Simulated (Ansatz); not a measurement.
## GaPd₃N, first-principles data

GaPd$_{3}$N (anti-perovskite, Pm-3m), a = b = c = 4.0851 Å, α = β = γ = 90.00°.

Space group Pm-3m (No. 221), anti-perovskite; conventional cell a = 4.085 Å, b = 4.085 Å, c = 4.085 Å, α = 90.00°, β = 90.00°, γ = 90.00°.

Method: PBEsol (plane waves, PAW; program Ansatz). The cell and atoms are relaxed at this level. Other levels are named where they apply.

### Cell and energy

```
Property                                                       Value
-----------------------------------------------------  -------------
Volume per atom                                             13.63 Å³
Density                                                   9.82 g/cm³
Formation energy from the elements (no fitted shifts)  0.066 eV/atom
```

### Electronic structure

```
Property                                                                    Result
------------------------------------  --------------------------------------------
Electronic character                                             metallic (no gap)
Density of states at the Fermi level  0.45 states/eV per atom (mean over ±0.08 eV)
Gap with spin–orbit coupling                                       none (metallic)
```

### Mechanics

```
Quantity                                                                       Value
--------------------------------------------  --------------------------------------
Bulk modulus (Birch–Murnaghan fit)                                           185 GPa
Pressure derivative B′                                                           5.2
Elastic constants (relaxed ions, GPa)               C11 = 283, C12 = 136, C44 = 18.1
Mechanical stability                          stable (all eigenvalues of C positive)
Hill bulk and shear moduli                                          185 and 33.1 GPa
Young's modulus                                                             93.8 GPa
Poisson's ratio                                                                 0.42
Debye temperature from the elastic constants                                   260 K
```

### Phonons

```
Property                                                 Value
-----------------------------  -------------------------------
Highest zone-centre frequency                         519 cm⁻¹
Zone-centre stability          unstable, softest mode 59i cm⁻¹
```

The start of the workflow was typed in or built on a structure type; neither database checked (COD, Materials Project) lists it. Whether it is the stable phase at ambient conditions was not checked. Symmetry was held in the PBEsol relaxation. The run is not spin-polarised. As this level gives no gap, shear constants depend on the k-mesh and smearing (Fermi–Dirac, 0.1 eV here). As this level gives no gap, phonon frequencies hold no LO–TO term and depend on the k-mesh and smearing (Fermi–Dirac, 0.1 eV here). The references are the lowest solids computed at this level, not always the standard phases (solids in place of the gases). Spin–orbit coupling is left out wherever it is not named.

Potentials: the earlier of the program's two PAW sets. The files were generated under PBE; for other functionals the program regenerates the frozen cores, and for LDA and PBEsol the local potential too.
